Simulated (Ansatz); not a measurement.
The start is a generated cell, Si2Mo placed in the C49 structure type. The cell and all atomic positions are relaxed at zero pressure with PBE (plane waves to 420 eV, PAW, scalar-relativistic; Ansatz, an electronic-structure program). First-step values are on the input's coarse k-mesh.

Ansatz input (later rounds restart from its end on a renewed k-mesh):
Ansatz 0.2 input:
```yaml
crystal:
  lattice:
    - [1.754442, -6.923696, 0]
    - [1.754442, 6.923696, 0]
    - [0, 0, 3.452441]
  atoms:
    - { symbol: Si, position: [0.939, 0.061, 0.75] }
    - { symbol: Si, position: [0.061, 0.939, 0.25] }
    - { symbol: Si, position: [0.25, 0.75, 0.75] }
    - { symbol: Si, position: [0.75, 0.25, 0.25] }
    - { symbol: Mo, position: [0.604, 0.396, 0.75] }
    - { symbol: Mo, position: [0.396, 0.604, 0.25] }
basis: { ecutwfc: 420, ecutrho_ratio: 4, xc_grid: 2, fft_grid_basis: typed }
kpoints: { mp_grid: { grid: [7, 7, 7] } }
hamiltonian:
  xc: pbe
  dispersion: none
  pseudopotentials: { azcp: { folder: ./paw }, kind: paw }
scf: { occupations: { method: fermi_dirac, width: 0.05 } }
relax: { f_tol: 0.01, max_steps: 100, cell: { stress_tol: 0.02 } }
output: { forces: true, stress: true }
```

**Question.** What is the largest force in the starting geometry, and on which atom (counted from 1)?

**Answer.** About 1.5 eV/Å, on Mo5, Mo6 (atoms numbered as listed).

**Question.** How much energy is released per atom?

**Answer.** 0.08 eV/atom.

**Question.** How do the shortest distances between atoms change?

**Answer.** The closest pairs of elements (up to four, under 3.6 Å), start → end: Si–Si 2.42 → 2.45 Å; Mo–Si 2.53 → 2.57 Å; Mo–Mo 3.36 → 3.22 Å.

The space group stays Cmcm (No. 63) (the run could not lower it); the end is AFLOW prototype A2B_oC12_63_2c_c (C49, as in ZrSi2), with 6 atoms in the primitive cell. Final values are on a 12×12×14 k-mesh of the relaxed cell. No spin polarisation in the result.

The run could not lose the symmetry of its start: the end is stationary, and may be a saddle point rather than a minimum.

The relaxed structure here is a generated cell of Si2Mo: the first start was made by placing the elements on the sites of a structure type, and the end was not matched to a known phase here, so it may be hypothetical. Known forms of Si2Mo include space group No. 139.
